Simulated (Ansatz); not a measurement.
LaSiPt: what a change of kpoints.mp_grid.grid, basis.ecutwfc does

Level of theory: PBEsol, no spin polarisation, scalar-relativistic; Ansatz, plane waves to 420 eV (PAW set soft_2), k-mesh 10×10×10. These are the settings of the reference run.

Cell:

```xyz
6
Lattice="-2.1157 2.1157 7.2364 2.1157 -2.1157 7.2364 2.1157 2.1157 -7.2364" Properties=species:S:1:pos:R:3 pbc="T T T"
La    0.0000    0.0000    1.1490
La    0.0000    2.1157    4.7672
Pt    0.0000    0.0000    9.6645
Pt    2.1157    0.0000    6.0463
Si    0.0000    0.0000    7.2341
Si    2.1157    0.0000    3.6159
```

The reference run of this cell is solved again as a single point with these keys changed:

| key | reference run | changed run |
| --- | --- | --- |
| kpoints.mp_grid.grid | [10, 10, 10] | [12, 12, 12] |
| basis.ecutwfc | 420 | 200 eV |

Question: How far do the results move?

Answer: 

| quantity | reference run | changed run |
| --- | --- | --- |
| energy, changed less reference (meV an atom) | 0 | 3825.6 |
| pressure (GPa) | 0.0 | 1.6 |
| largest force (eV/Å) | 0.00 | 0.19 |
| gap on the mesh (eV) | 0.00 | 0.00 |

The energy moves by 3826 meV an atom (22.95 eV for the cell). It took 7 iterations from the trained starting density.

Caveats: a single point, atoms not relaxed again; the changed cutoff lies under the advised one, so the shift is an error of the basis.
